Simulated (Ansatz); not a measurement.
An Ansatz (a quantum-chemistry and plane-wave program) run. Input:

Ansatz 0.2 input:
```yaml
crystal:
  lattice:
    - [8.8724179787, 0.0, 0.0]
    - [0.0, 5.5680449177, 0.0]
    - [-4.3474319347, 0.0, 9.1466309244]
  atoms:
    - { symbol: Ca, position: [0.762006014, 0.75, 0.1566937354] }
    - { symbol: Ca, position: [0.237993986, 0.25, 0.8433062646] }
    - { symbol: Ca, position: [0.6109186121, 0.75, 0.4253601482] }
    - { symbol: Ca, position: [0.3890813879, 0.25, 0.5746398518] }
    - { symbol: Si, position: [0.3383873823, 0.75, 0.0500304927] }
    - { symbol: Si, position: [0.6616126177, 0.25, 0.9499695073] }
    - { symbol: Si, position: [0.6765928169, 0.25, 0.2754639739] }
    - { symbol: Si, position: [0.3234071831, 0.75, 0.7245360261] }
    - { symbol: Si, position: [0.1811199612, 0.75, 0.315210863] }
    - { symbol: Si, position: [0.8188800388, 0.25, 0.684789137] }
    - { symbol: Al, position: [0.0, 0.0, 0.0] }
    - { symbol: Al, position: [0.0, 0.5, 0.0] }
    - { symbol: Al, position: [0.0, 0.0, 0.5] }
    - { symbol: Al, position: [0.0, 0.5, 0.5] }
    - { symbol: Al, position: [0.2854467513, 0.25, 0.2226025687] }
    - { symbol: Al, position: [0.7145532487, 0.75, 0.7773974313] }
    - { symbol: H, position: [0.0474024984, 0.25, 0.3172963552] }
    - { symbol: H, position: [0.9525975016, 0.75, 0.6827036448] }
    - { symbol: O, position: [0.2354011746, 0.9983809173, 0.0482143196] }
    - { symbol: O, position: [0.7645988254, 0.4983809173, 0.9517856804] }
    - { symbol: O, position: [0.7645988254, 0.0016190827, 0.9517856804] }
    - { symbol: O, position: [0.2354011746, 0.5016190827, 0.0482143196] }
    - { symbol: O, position: [0.2982062131, 0.9880278482, 0.3503139658] }
    - { symbol: O, position: [0.7017937869, 0.4880278482, 0.6496860342] }
    - { symbol: O, position: [0.7017937869, 0.0119721518, 0.6496860342] }
    - { symbol: O, position: [0.2982062131, 0.5119721518, 0.3503139658] }
    - { symbol: O, position: [0.7869089049, 0.0121779917, 0.3481571253] }
    - { symbol: O, position: [0.2130910951, 0.5121779917, 0.6518428747] }
    - { symbol: O, position: [0.2130910951, 0.9878220083, 0.6518428747] }
    - { symbol: O, position: [0.7869089049, 0.4878220083, 0.3481571253] }
    - { symbol: O, position: [0.0537715277, 0.25, 0.1322295214] }
    - { symbol: O, position: [0.9462284723, 0.75, 0.8677704786] }
    - { symbol: O, position: [0.0377335369, 0.75, 0.1422195765] }
    - { symbol: O, position: [0.9622664631, 0.25, 0.8577804235] }
    - { symbol: O, position: [0.0578860752, 0.75, 0.3993895247] }
    - { symbol: O, position: [0.9421139248, 0.25, 0.6006104753] }
    - { symbol: O, position: [0.5183244185, 0.75, 0.1787966569] }
    - { symbol: O, position: [0.4816755815, 0.25, 0.8212033431] }
    - { symbol: O, position: [0.5074903159, 0.25, 0.2938173437] }
    - { symbol: O, position: [0.4925096841, 0.75, 0.7061826563] }
    - { symbol: O, position: [0.642871255, 0.25, 0.1037280633] }
    - { symbol: O, position: [0.357128745, 0.75, 0.8962719367] }
    - { symbol: O, position: [0.0736431304, 0.25, 0.4213059192] }
    - { symbol: O, position: [0.9263568696, 0.75, 0.5786940808] }
kpoints:
  mp_grid: { grid: [2, 3, 2] }
hamiltonian:
  xc: hse06
  pseudopotentials: { azcp: { folder: ./paw }, kind: paw }
scf:
  n_extra_bands: 44
  occupations: { method: fixed }
output:
  eigenvalues: true
  eigenstates:
    e_range: [-9.0, 16.7]
    kpoints:
      - [0.0, 0.0, 0.5]  # VBM
      - [0.0, 0.0, 0.0]  # CBM
      - [0.0, 0.0, 0.0]  # GAMMA
      - [0.0, 0.5, 0.0]  # Z
      - [0.0, 0.0, 0.5]  # B
      - [-0.5, 0.0, 0.0]  # Y_2
      - [-0.5, 0.5, 0.0]  # C_2
      - [0.0, 0.5, 0.5]  # D
      - [-0.5, 0.0, 0.5]  # A
      - [-0.5, 0.5, 0.5]  # E
```

Output (shortened):

```
Pseudopotential: Ca, paw, valence charge 10
Pseudopotential: Si, paw, valence charge 4
Pseudopotential: Al, paw, valence charge 3
Pseudopotential: H, paw, valence charge 1
Pseudopotential: O, paw, valence charge 6
Functional definition: HSE06
davidson cushion auto → on  (no smearing: the cushion is to keep the highest requested band from converging to the state above it …
Crystal: 44 atoms, lattice volume = 451.862 Å³
Basis set: ecut = 420 eV, 8823 PW (Γ)
Bands: 164, of which v1, the nominal top of the filled ones, is band 120 counted from 1 (119 counted from 0)
Symmetry: 4 space group operations
Space group: P21/m (ITA 11), of the structure as read, at distance tolerance 7.7e-5 Å
k-points: 8 of 12
SCF iter   1: F=—  HF=-29173.625867 eV  |F-HF|=—  |Δ(HF+E_count)|=         —  Δρ=1.05e-1  dr2=6.41e1  ethr=1.00e-1  ⟨swp⟩=6.0  Hψ=5052  notcnv=0
preconditioner: auto → none
SCF iter   2: F=—  HF=-29154.436927 eV  |F-HF|=—  |Δ(HF+E_count)|=    1.92e1  Δρ=5.32e-2  dr2=7.16e0  ethr=2.67e-2  ⟨swp⟩=4.0  Hψ=4022  notcnv=0
SCF iter   3: F=—  HF=-29153.267269 eV  |F-HF|=—  |Δ(HF+E_count)|=    1.17e0  Δρ=2.07e-2  dr2=1.46e0  ethr=2.98e-3  ⟨swp⟩=3.9  Hψ=3673  notcnv=0
SCF iter   4: F=—  HF=-29153.280733 eV  |F-HF|=—  |Δ(HF+E_count)|=   1.35e-2  Δρ=1.12e-2  dr2=4.09e-1  ethr=6.06e-4  ⟨swp⟩=3.6  Hψ=3342  notcnv=0  defer=1
iter 5 solved again at ethr=7.31e-6 eV; its pass at ethr=1.70e-4 eV (dr2=1.76e-2 eV) is discarded
SCF iter   5: F=—  HF=-29153.258185 eV  |F-HF|=—  |Δ(HF+E_count)|=   2.25e-2  Δρ=2.89e-3  dr2=1.93e-2  ethr=7.31e-6  ⟨swp⟩=4.6  Hψ=6849  notcnv=0
SCF iter   6: F=-29153.261078 eV  HF=-29153.260665 eV  |F-HF|=4.13e-4  |Δ(HF+E_count)|=   2.48e-3  Δρ=7.14e-4  dr2=1.21e-3  ethr=7.31e-6  ⟨swp⟩=4.0  Hψ=3494  notcnv=0
SCF 1 stopped early in 6 iterations: F = -29153.261078 eV  dr2 = 1.21e-3
Crystal: 44 atoms, lattice volume = 451.862 Å³
Exchange kernel: α = 0.2500, screened, ω = 0.2079 Å⁻¹, Wigner–Seitz truncation, v(0) = 1041.5233 eV·Å³, q-mesh 2×3×2, nearest image of the exchange supercell L …
Frozen-core exchange: fock
SCF iter   1: F=—  HF=-29160.167316 eV  |F-HF|=—  |Δ(HF+E_count)|=         —  Δρ=7.85e-3  dr2=2.41e-1  ethr=5.05e-6  ⟨swp⟩=8.0  Hψ=7224  notcnv=0
preconditioner: auto → none
SCF iter   2: F=—  HF=-29160.083177 eV  |F-HF|=—  |Δ(HF+E_count)|=   8.41e-2  Δρ=2.75e-3  dr2=2.32e-2  ethr=5.05e-6  ⟨swp⟩=5.0  Hψ=4812  notcnv=0
SCF iter   3: F=—  HF=-29160.155804 eV  |F-HF|=—  |Δ(HF+E_count)|=   7.26e-2  Δρ=1.31e-3  dr2=7.70e-3  ethr=5.05e-6  ⟨swp⟩=4.5  Hψ=4389  notcnv=0
SCF iter   4: F=—  HF=-29160.153388 eV  |F-HF|=—  |Δ(HF+E_count)|=   2.42e-3  Δρ=4.66e-4  dr2=1.14e-3  ethr=3.09e-6  ⟨swp⟩=4.0  Hψ=3784  notcnv=0
SCF iter   5: F=—  HF=-29160.153116 eV  |F-HF|=—  |Δ(HF+E_count)|=   2.72e-4  Δρ=6.96e-5  dr2=8.65e-5  ethr=3.55e-7  ⟨swp⟩=3.4  Hψ=3528  notcnv=0
SCF iter   6: F=-29160.153756 eV  HF=-29160.153803 eV  |F-HF|=4.70e-5  |Δ(HF+E_count)|=   6.87e-4  Δρ=1.19e-4  dr2=6.12e-5  ethr=8.80e-9  ⟨swp⟩=7.1  Hψ=5497  notcnv=0  defer=1
SCF 2 stopped early in 6 iterations: F = -29160.153756 eV  dr2 = 6.12e-5
hybrid outer 1: dexx = +8.616e-2 eV, tail = 2.55e-4 eV
Crystal: 44 atoms, lattice volume = 451.862 Å³
Exchange kernel: α = 0.2500, screened, ω = 0.2079 Å⁻¹, Wigner–Seitz truncation, v(0) = 1041.5233 eV·Å³, q-mesh 2×3×2, nearest image of the exchange supercell L …
Frozen-core exchange: fock
SCF iter   1: F=—  HF=-29160.154260 eV  |F-HF|=—  |Δ(HF+E_count)|=         —  Δρ=4.51e-5  dr2=4.61e-6  ethr=5.31e-7  ⟨swp⟩=4.5  Hψ=3159  notcnv=0
preconditioner: auto → none
SCF iter   2: F=—  HF=-29160.154265 eV  |F-HF|=—  |Δ(HF+E_count)|=   5.82e-6  Δρ=1.93e-5  dr2=1.07e-6  ethr=1.76e-9  ⟨swp⟩=6.0  Hψ=5172  notcnv=0
iter 3 solved again at ethr=3.11e-11 eV; its pass at ethr=3.94e-10 eV (dr2=7.47e-8 eV) is discarded
SCF iter   3: F=—  HF=-29160.154265 eV  |F-HF|=—  |Δ(HF+E_count)|=   1.16e-7  Δρ=7.48e-6  dr2=1.01e-7  ethr=3.11e-11  ⟨swp⟩=3.0  Hψ=6330  notcnv=0
SCF iter   4: F=-29160.154265 eV  HF=-29160.154265 eV  |F-HF|=1.11e-9  |Δ(HF+E_count)|=   5.20e-8  Δρ=2.02e-6  dr2=3.47e-8  ethr=3.10e-11  ⟨swp⟩=4.0  Hψ=3455  notcnv=0
SCF 3 converged in 4 iterations: F = -29160.154265 eV  dr2 = 3.47e-8
hybrid outer 2: dexx = +3.393e-6 eV, tail = 1.11e-7 eV, Δε = 4.05e-3 eV (about 1.16e-4 eV left of the loop's levels)
the search or the solves at the SCF's close seem to have found levels that the self-consistency loop had missed (the run counts 2) …
NSCF: frozen V_eff on 10 k-points
hybrid SCF converged: 2 outer / 10 inner (+6 warm-up), last move |dexx| = 3.39e-6 eV, tail = 1.11e-7 eV
Stability not checked (fock_operator)
Free energy (F): -29160.154266 eV
Frozen-core exchange: fock
Harris-Foulkes:  -29160.154266 eV  (|F-HF|=1.11e-9)
Internal energy: -29160.154266 eV  (E = F + TS)
E sigma→0 (E₀):  -29160.154266 eV
Fermi energy:    5.089940 eV
--- Per-component energies (eV) ---
  E_band       = -1072.016987
  E_kinetic    = 5979.184974
  E_local      = -12328.091530  (includes V_loc(G=0)·N_el)
  E_nonlocal   = 1873.629749
  E_hartree    = 4445.529558
  E_xc         = -2409.493125
  E_vxc        = -2831.122436  (∫ρ·V_xc dr)
  E_exx        = -698.436054  (= α·E_x^exact, valence–valence)
  E_paw        = -13496.427815  (= ΣΔE_a)
  E_vpaw       = -1259.817082  (= ΣTr[D̂ρ^β])
  E_aug_tail   = 0.018757  (compensation charges beyond the density's cutoff)
  E_ewald      = -12524.142936
  E_core_change = -1.925843  (= ΣΔE_core)
  E_smearing   =  0.000000  (= −TS)
  E_closure    =  0.000000  (closes the sum)
  Σ components = -29160.154266   (vs F -29160.154266, Δ=0.00e0)
  [band-id]    e_kinetic+e_local+e_nonlocal+2·e_hartree+e_vxc+2·e_exx+e_vpaw+e_augmentation_tail = -1072.010561   (vs E_band -1072.016987, Δ=6.43e-3)
--- Band table (eV; the first three rows and the last of 8) ---
  k-point 0: bands = ["-35.2955", "-35.2953", "-35.2597", "-35.2564", "-16.1064", "-15.7966", "-15.6779", "-15.6602", "-15.5741", "-15.4772", "-15.2600", "-15.2015", "-15.1767", "-15.0612", "-14.9669", "-14.9446", "-14.9373", "-14.8802", "-14.8187", …
  k-point 1: bands = ["-35.2954", "-35.2954", "-35.2597", "-35.2564", "-16.0626", "-15.9153", "-15.7530", "-15.5948", "-15.4899", "-15.3873", "-15.2790", "-15.1898", "-15.1824", "-15.0817", "-14.9781", "-14.9527", "-14.9371", "-14.8826", "-14.8575", …
  k-point 2: bands = ["-35.2954", "-35.2953", "-35.2588", "-35.2572", "-16.0035", "-15.8066", "-15.6652", "-15.6319", "-15.5544", "-15.4317", "-15.3724", "-15.1569", "-15.1062", "-15.0231", "-14.9804", "-14.9659", "-14.8465", "-14.8300", "-14.7499", …
  k-point 7: bands = ["-35.2953", "-35.2953", "-35.2589", "-35.2572", "-15.9612", "-15.8470", "-15.7803", "-15.6897", "-15.4522", "-15.4368", "-15.2878", "-15.1460", "-15.0814", "-15.0299", "-14.9872", "-14.9320", "-14.8178", "-14.7935", "-14.7162", …
```

Cost: around 24 core-minutes (rough) on shared cores.

The points marked VBM and CBM come from a semilocal run.

Space group P2_1/m. The workflow started from an entry of the Crystallography Open Database (COD), which files this formula under 2 space groups. Whether it is the stable phase at ambient conditions was not checked. The cell was relaxed with r²SCAN under the symmetry of its start; its stability against distortions is not shown here.

Potentials: the earlier of the program's two PAW sets. The files were generated under PBE; for other functionals the program regenerates the frozen cores, and for LDA and PBEsol the local potential too.

Ansatz is a plane-wave DFT program.
